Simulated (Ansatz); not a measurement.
SiNi6Ge:
Space group P4/mmm (No. 123); a = b = 3.499 Å, c = 6.998 Å, α = β = γ = 90.00°

```
atom  site  symmetry       x       y       z
----  ----  --------  ------  ------  ------
Si      1b     4/mmm  0.0000  0.0000  0.5000
Ni      1c     4/mmm  0.5000  0.5000  0.0000
Ni      1d     4/mmm  0.5000  0.5000  0.5000
Ni      4i      2mm.  0.0000  0.5000  0.2567
Ge      1a     4/mmm  0.0000  0.0000  0.0000
```

Relaxed with r²SCAN.

### Question
Which orbitals make up the states near the Fermi level in r²SCAN (plane waves, PAW; program Ansatz)?

### Answer
Within 0.5 eV of the Fermi level: Ni 3d 92 %. Projections are on Löwdin-orthogonalised atomic valence shells; empty p or d shells of many metals are not among them.

### Question
Tabulate the density of states.

### Answer
States/eV per cell of 8 atoms, in 0.25 eV bins, energy from the Fermi level.

```csv
E (eV),total,Ni 3d,Ge 4p,Ni 4s
-7.85,0.59,0.05,0.14,0.23
-7.60,0.84,0.09,0.19,0.31
-7.35,1.07,0.13,0.24,0.38
-7.10,1.34,0.18,0.31,0.44
-6.85,1.77,0.29,0.40,0.53
-6.60,2.51,0.50,0.57,0.66
-6.35,2.82,0.69,0.60,0.67
-6.10,2.97,0.85,0.62,0.63
-5.85,2.37,0.75,0.49,0.43
-5.60,3.24,1.20,0.64,0.53
-5.35,3.49,1.52,0.65,0.49
-5.10,2.88,1.47,0.44,0.34
-4.85,2.40,1.35,0.31,0.23
-4.60,3.39,2.11,0.41,0.29
-4.35,7.87,4.96,1.05,0.40
-4.10,12.81,9.43,1.53,0.53
-3.85,9.32,6.92,0.40,1.45
-3.60,5.67,4.80,0.19,0.38
-3.35,9.65,8.69,0.23,0.38
-3.10,12.84,12.02,0.09,0.33
-2.85,11.79,10.97,0.09,0.30
-2.60,11.34,10.41,0.15,0.22
-2.35,19.42,18.11,0.29,0.19
-2.10,10.58,9.48,0.27,0.17
-1.85,5.89,5.41,0.10,0.08
-1.60,16.10,15.49,0.08,0.18
-1.35,26.02,25.11,0.09,0.42
-1.10,23.23,21.89,0.16,0.54
-0.85,17.84,16.14,0.19,0.44
-0.60,9.97,8.33,0.16,0.35
-0.35,7.71,7.40,0.03,0.06
-0.10,6.52,6.42,0.03,0.01
0.15,1.73,1.45,0.12,0.02
0.40,2.43,1.79,0.27,0.06
0.65,6.18,4.34,0.72,0.27
0.90,4.22,2.59,0.58,0.25
1.15,3.19,1.70,0.50,0.23
1.40,2.82,1.34,0.47,0.23
1.65,2.36,1.01,0.43,0.17
1.90,2.20,0.87,0.36,0.19
2.15,2.31,0.84,0.37,0.21
2.40,1.96,0.65,0.36,0.19
2.65,1.72,0.52,0.35,0.18
2.90,1.91,0.56,0.40,0.22
3.15,1.74,0.47,0.35,0.23
3.40,1.58,0.40,0.32,0.23
3.65,1.58,0.37,0.32,0.25
3.90,1.44,0.31,0.29,0.23
4.15,1.23,0.24,0.24,0.21
4.40,1.28,0.25,0.18,0.39
4.65,1.79,0.34,0.14,0.84
```

The workflow started from a Materials Project entry (that database holds measured and hypothetical structures alike); the Crystallography Open Database copy checked does not list it. With Si and Ge taken as one species the cell has the higher symmetry Pm-3m, so it may be an ordered model of a mixed-site phase. Its standing as an ambient phase is unchecked. Symmetry was held in the r²SCAN relaxation; whether a distortion lowers the energy is not shown. The run is not spin-polarised. Spin–orbit coupling is left out wherever it is not named.

Potentials: the later of the program's two PAW sets.
